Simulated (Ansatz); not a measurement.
One stationary structure of SnO2. Space group P4₂/mnm (No. 136), rutile type. All values below come from r2SCAN (plane waves to 500 eV, PAW, scalar-relativistic; Ansatz, a quantum-chemistry and plane-wave program).

Space group P4₂/mnm (No. 136); a = b = 4.759 Å, c = 3.200 Å, α = β = γ = 90.00°

```csv
atom,site,symmetry,x,y,z
Sn,2a,m.mm,0.0000,0.0000,0.0000
O,4f,m.2m,0.3059,0.3059,0.0000
```

**Question.** What is the computed band gap (r2SCAN)?

**Answer.** 1.79 eV, direct at Γ (no spin-orbit coupling).

No spin polarisation in the result.

Measured for SnO2: a 4.73735 Å (room temperature; as listed in Zenji Hiroi, Progress in Solid State Chemistry (2015)); c 3.1864 Å (room temperature; as listed in Zenji Hiroi, Progress in Solid State Chemistry (2015)); gap 3.6 eV (0 K or low temperature; as listed in Wei Chen et al., Physical Review Materials (2018)). Computed minus measured — a: r2SCAN +0.4 %; c: r2SCAN +0.4 %; gap: r2SCAN -1.81 eV. The computed values are for a static lattice, and a measured gap can be an optical one, lowered by exciton binding.

The run could not lose the symmetry of its start; a randomly shaken copy of 12 atoms returns to this structure.
